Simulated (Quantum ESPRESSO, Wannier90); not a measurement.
**Wannier functions of HfN (rock salt)**

```xyz
2
Lattice="0.0000 2.2559 2.2559 2.2559 0.0000 2.2559 2.2559 2.2559 0.0000" Properties=species:S:1:pos:R:3 pbc="T T T"
Hf     0.0000     0.0000     0.0000
N      2.2559     2.2559     2.2559
```

Materials Project entry mp-2828; symmetrised, unrelaxed at this level. COD (Crystallography Open Database) has an entry of this formula and space group (matched by these alone). Level: PBEsol, no spin polarisation, no spin-orbit coupling; pw.x of Quantum ESPRESSO at 68 Ry with PseudoDojo potentials, 10×10×10 k-points, Wannier90. Density: 12×12×12 mesh, cold smearing 0.01 Ry. Spin-orbit coupling is left out although heavy elements are present.

Functional, cutoff and mesh named above are those of the base row (1); the first column says what each row takes instead. Model: 8 functions from bands 6-22, start hydrogen-like Hf: d; N: p, disentangled but not localised (num_iter = 0), frozen window tied to the conduction edge or Fermi level of each row, as listed, which moves Ω_I and hoppings a little by itself. Energies are relative to the Fermi level; the misfit is to pw.x on a path, for states up to 1.0 eV relative to the Fermi level. The lattice is scaled uniformly, fractional positions fixed. The disentangled Ω_I can sit in another minimum from row to row.

```
scale  frozen to (eV)  Ω_I (Å²)  rms misfit (meV)  bottom of band 6 (eV)  on-site N2 pz minus Hf1 dz2 (eV)  hopping modulus N2 pz – Hf1 dz2, R = 0 0 1 (eV)  hopping modulus Hf1 dxz – Hf1 dxz, R = 0 1 0 (eV)  hopping modulus N2 px – N2 py, R = 0 0 1 (eV)
-----  --------------  --------  ----------------  ---------------------  --------------------------------  -----------------------------------------------  -------------------------------------------------  ---------------------------------------------
0.96             1.50     10.22               8.0                  -9.64                             -9.09                                            2.943                                              1.209                                          0.412
0.98             1.50     10.44               7.9                  -9.28                             -8.63                                            2.746                                              1.115                                          0.401
1                1.50     10.73               7.2                  -8.94                             -8.18                                            2.562                                              1.025                                          0.391
1.02             1.50     11.09               6.9                  -8.60                             -7.76                                            2.390                                              0.945                                          0.380
1.04             1.50     11.82                19                  -8.26                             -7.34                                            2.223                                              0.872                                          0.370
```
